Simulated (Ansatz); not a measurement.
A generator proposed this cell of Sc2B2Sb.

```xyz
5
Lattice="1.5943 0.9205 8.1364 -1.5943 0.9205 8.1364 0.0000 -1.8409 8.1364" Properties=species:S:1:pos:R:3 pbc="T T T"
Sc    0.0000    0.0000    2.9229
Sc    0.0000    0.0000   21.4864
B     0.0000    0.0000   17.6673
B     0.0000    0.0000    6.7420
Sb    0.0000    0.0000   12.2046
```

All numbers below come from DFT PBE, scalar-relativistic, plane waves, PAW in Ansatz 0.2.0. Settings: cutoff 420 eV, Γ-centred mesh 6×6×6 on the computed 5-atom cell, Gaussian smearing of 0.10 eV; no spin polarisation.

Formation energies are uncorrected and refer to the elements' standard structures at the same level.

Question: What does a single point on this coarse mesh give?

Answer: The pressure is 105.1 GPa (the mean over three directions, positive in compression), the largest force is 18.03 eV/Å, and the energy is +4.06 eV/atom against the elements. The shortest distance is 2.17 Å, so close that the PAW spheres overlap strongly and these values are rough.

Question: How much does it gain on relaxing, and where does it end?

Answer: Relaxing gains about 4.8 eV/atom (the start's value is from the coarse mesh, so the gain is rough) in 20 ionic steps and ends at −0.73 eV/atom on the finer mesh. The symmetry stays R-3m (No. 166). The volume per atom grows by 5.1 %, from 14.3 to 15.1 Å³. The shortest distance goes from 2.17 Å (Sc–Sb) to 1.88 Å (B–B). Conventional cell: a = 3.249 Å, c = 24.703 Å. Around Sc lie 6 B at 2.48–2.53 Å and 3 Sb at 3.09 Å; B has 3 B at 1.88 Å and 6 Sc at 2.48–2.53 Å; Sb is surrounded by 6 Sc at 3.09 Å and 6 Sb at 3.25 Å.

The last run used a 12×12×12 mesh for its 5-atom cell and Gaussian smearing of 0.10 eV. Spin–orbit coupling, which can matter for Sb, is left out. The relaxation can't lower the symmetry of the start. Symmetry constrained the relaxation, so the result can be a saddle point.
